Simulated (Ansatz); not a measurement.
Suppose CdRhC4N4 takes space group P-43m (No. 215), with Cd on 1a; Rh on 1b; C on 4e; N on 4e. Recipe of this trial structure of CdRhC4N4: two interpenetrating cyanide-bridged diamond nets.

These are results of DFT PBE, scalar-relativistic, plane waves, PAW in Ansatz, not measurements. Cutoff 420 eV, Γ-centred mesh, Gaussian smearing, collinear spin.

Energies over the elements count from the elements' standard structures at the same level (N₂ as a molecule), with no fitted energy shifts.

Question: Which cell and coordinates does it relax to?

Answer:

Space group P-43m (No. 215). a = 6.290 Å, b = 6.290 Å, c = 6.290 Å, α = 90.00°, β = 90.00°, γ = 90.00°
```csv
atom,site,symmetry,x,y,z
Cd,1a,-43m,0.0000,0.0000,0.0000
Rh,1b,-43m,0.5000,0.5000,0.5000
C,4e,.3m,0.2043,0.2043,0.2043
N,4e,.3m,0.3115,0.3115,0.3115
```

Cd has 4 C at 2.23 Å; around Rh lie 4 N at 2.05 Å; C is surrounded by 1 N at 1.17 Å and 1 Cd at 2.23 Å; N has 1 C at 1.17 Å and 1 Rh at 2.05 Å. Another local minimum with the same sites may exist.

Question: Where does its energy lie, and is it a metal?

Answer: The energy over the elements is +0.653 eV/atom and the gap on the 4×4×4 mesh of the 10-atom cell is 1.33 eV. The net moment per atom is 0.30 μB and the moment by site is Rh 1.7 μB. The separate elements lie lower, so it is unstable against them.

The last run used collinear spin and Gaussian smearing of 0.02 eV. Kohn–Sham gaps at this level usually fall short of measured ones. The reference form of C is held partly by dispersion forces, which this level lacks. The magnetic state reached may not be the lowest. Symmetry constrained the relaxation, so the result can be a saddle point. Site moments count only spheres around the atoms; the net moment includes the space between them.
